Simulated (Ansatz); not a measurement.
## Which magnetic order does MnHg (P4/mmm) prefer in this cell?

```
Mn Hg
1.0
     3.28800    3.28800    0.00000
     0.00000    0.00000    3.31300
     3.28800   -3.28800    0.00000
Mn Hg
2 2
Direct
  0.50000 0.50000 0.00000
  0.00000 0.50000 0.50000
  0.00000 0.00000 0.00000
  0.50000 0.00000 0.50000
```

The source of the geometry is a structure as deposited in COD, repeated to hold the magnetic orders; atoms and cell stay fixed.

Common settings: PBE, 8×11×8 k mesh, Fermi–Dirac smearing of 0.05 eV. PAW means Ansatz 0.2.0 on its default frozen-core files; LAPW is all-electron LAPW in Ansatz 0.2.0. Site moments are integrated in spheres about the atoms, whose radii differ between the methods. Start moments of the first PAW run (μB): Mn1 4, Mn2 4.

Energies count from the run that starts all moments parallel. Patterns list the atoms that start with 0.5 μB or more.

| start | ΔF PAW (meV/atom) | ΔF LAPW (meV/atom) | largest moment, PAW (μB) | M, PAW (μB/cell) | order at the end, PAW | P, PAW (GPa) |
| --- | --- | --- | --- | --- | --- | --- |
| Mn1↑, Mn2↑ | 0.0 | 0.0 | ? | 7.69 | kept | 1.6 |
| Mn1↑, Mn2↓ | +31.5 | +31.5 | 3.86 | 0.00 | kept | 2.5 |
| no spin polarisation | ? | – | 0.00 | 0.00 | – | -14.0 |

Q: What belongs in the row "no spin polarisation", column "ΔF PAW (meV/atom)"?

A: +687.5.

Q: What belongs in the row "Mn1↑, Mn2↑", column "largest moment, PAW (μB)"?

A: 3.82.

Q: Map the PAW energies of the orders that kept their pattern on E = −Σ J s_i s_j over ordered pairs, with couplings only between Mn atoms 3.29–3.31 Å apart. What J follows?

A: Per Mn atom, ΔE = Σ J·(n_parallel state − n_order), where n is the mean of Σ s_i s_j over a shell: Mn1↑, Mn2↓ has ΔE = +63.1 meV and Δn = 8.0. This gives J(3.29–3.31 Å) = +7.89 meV, which fits exactly since there are as many orders as couplings. All other shells are lumped into these numbers, so they are effective couplings.

The lowest of these ends as follows. Site moments (μB): Mn1 3.82, Mn2 3.82, Hg3 -0.03, Hg4 -0.03. Cell moment 7.69 μB. Orders of other supercells weren't tried and can lie lower.

The Ansatz runs typed with the search for lower states off end where their start leads. Spin–orbit coupling is left out although heavy atoms are present. None of this fixes the real material's magnetic order: only patterns that fit the cell were computed, at zero temperature, with a functional that can overstate moments.
